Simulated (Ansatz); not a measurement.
Rb3ScCl6:
```cif
data_Cl24Rb12Sc4
_chemical_formula_sum 'Rb12 Sc4 Cl24'
_space_group_name_H-M_alt 'Fm-3m'
_space_group_IT_number 225
_space_group_name_Hall '-F 4 2 3'
_cell_length_a 11.07293
_cell_length_b 11.07293
_cell_length_c 11.07293
_cell_angle_alpha 90.000
_cell_angle_beta 90.000
_cell_angle_gamma 90.000
loop_
_atom_site_label
_atom_site_type_symbol
_atom_site_symmetry_multiplicity
_atom_site_Wyckoff_symbol
_atom_site_fract_x
_atom_site_fract_y
_atom_site_fract_z
_atom_site_occupancy
Rb1 Rb 8 c 0.25000 0.25000 0.25000 1
Rb2 Rb 4 b 0.50000 0.50000 0.50000 1
Sc1 Sc 4 a 0.00000 0.00000 0.00000 1
Cl1 Cl 24 e 0.00000 0.00000 0.22402 1
```
(The calculation used a cell of 10 atoms; values per cell refer to that cell.)

Relaxed with r²SCAN. Plane-wave PAW r²SCAN (Ansatz code) gives a gap of 4.59 eV.

Task: What gap does HSE06 give on the same cell (Ansatz, PAW)?

Result: 5.73 eV, 1.14 eV more. The hybrid was solved on a coarser mesh and at special points; the gap given is the minimum over both.

| k | v1 r²SCAN | c1 r²SCAN | v1 HSE06 | c1 HSE06 |
|---|---|---|---|---|
| Γ | 0.00 | 4.61 | 0.00 | 5.74 |
| X | -0.01 | 4.59 | -0.01 | 5.73 |
| L | -0.12 | 4.69 | ? | ? |
| W | -0.15 | 4.73 | ? | ? |
| K | -0.07 | 4.66 | ? | ? |

Task: Top valence (v1) and lowest conduction level (c1) in eV from each method's valence maximum (which need not be a listed point): supply the withheld HSE06 values.

Result: 
- L, v1 HSE06: -0.13
- L, c1 HSE06: 5.84
- W, v1 HSE06: -0.16
- W, c1 HSE06: 5.89
- K, v1 HSE06: -0.08
- K, c1 HSE06: 5.81

Cost on shared cores: the r²SCAN run (SCF on a 5×5×5 mesh, then bands and DOS) very roughly 4 core-minutes, the HSE06 run (SCF on 3×3×3, then a few points) very roughly 15 core-minutes; the tasks are unlike.

The first step of the workflow began from a Materials Project structure, measured or hypothetical; the Crystallography Open Database files this formula in space group No. 225, but the cells were not matched. Its standing as an ambient phase is unchecked. The r²SCAN relaxation kept the symmetry of its start; whether a distortion lowers the energy is not shown. The run is not spin-polarised. Scalar-relativistic: spin–orbit coupling is off unless named, which matters more the heavier the elements.

Potentials: the later of the program's two PAW sets.
